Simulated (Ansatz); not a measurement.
Relaxed-ion elastic tensor of AlNi in space group Fd-3m (No. 227; Ni on 8b, Al on 8a) in GPa (Voigt order), the program Ansatz at the r²SCAN level (PAW); density 5.88 g/cm³, 12.10 Å³ per atom.

|  | 1 | 2 | 3 | 4 | 5 | 6 |
|---|---|---|---|---|---|---|
| 1 | 138 | 176 | 176 | 0.0 | 0.0 | 0.0 |
| 2 | 176 | 138 | 176 | 0.0 | 0.0 | 0.0 |
| 3 | 176 | 176 | 138 | 0.0 | 0.0 | 0.0 |
| 4 | 0.0 | 0.0 | 0.0 | 118 | 0.0 | 0.0 |
| 5 | 0.0 | 0.0 | 0.0 | 0.0 | 118 | 0.0 |
| 6 | 0.0 | 0.0 | 0.0 | 0.0 | 0.0 | 118 |

Question: Is the crystal mechanically stable?

Answer: No: the smallest eigenvalue of C is -37.8 GPa.

The start of the workflow was typed in or built on a structure type; neither database checked (COD, Materials Project) lists it. It is not the phase usual at ambient conditions (space group No. 221). The cell was relaxed with r²SCAN under the symmetry of its start. At this level the phase is mechanically unstable. The workflow began spin-polarised and lost its moments. As this level gives no gap, shear constants depend on the k-mesh and smearing (Fermi–Dirac, 0.1 eV here).

Potentials: the earlier of the program's two PAW sets.
